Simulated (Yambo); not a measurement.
Yambo run on YSF (space group P4/nmm, No. 129). The wavefunctions are PBEsol (Quantum ESPRESSO, PseudoDojo norm-conserving, 84 Ry, no spin-orbit coupling) ones on a 4×4×2 mesh (24 occupied bands); a = b = 3.773 Å, c = 6.827 Å, α = β = γ = 90.00°.

Yambo input:

```
rim_cut
gw0
dyson
el_el_corr
HF_and_locXC
cohsex
em1s
RandQpts= 1000000
RandGvec= 1 Ry
EXXRLvcs= 84 Ry
VXCRLvcs= 336 Ry
Chimod= "HARTREE"
% BndsRnXs
 3 | 184 |
%
NGsBlkXs= 8 Ry
% LongDrXs
 1.0 | 1.0 | 1.0 |
%
ExtendOut
% QPkrange
 1 | 1 | 24 | 25 |
%
```

k points by index: 1 = Γ.

Resulting energies as the program prints them:

```
#    K-point    Band    Eo [eV]    E [eV]    E-Eo [eV]    Vxc [eV]    Vnlxc [eV]    Sc|Eo [eV]    Re(Z)    Im(Z)
#
    1    24    0.000000    -3.095872    -3.095872    -13.56843    -16.34298    -0.321323    1.000000    0.000000
    1    25    1.220379    0.522896    -0.697483    -11.47128    -6.731479    -5.437280    1.000000    0.000000
```
(The two width columns are left out.) Convergence of these settings isn't established.

Geometry of the Materials Project entry, not relaxed at this level.

The structure is a Materials Project entry; no match was found in the copy of COD used, and its stability was not checked.
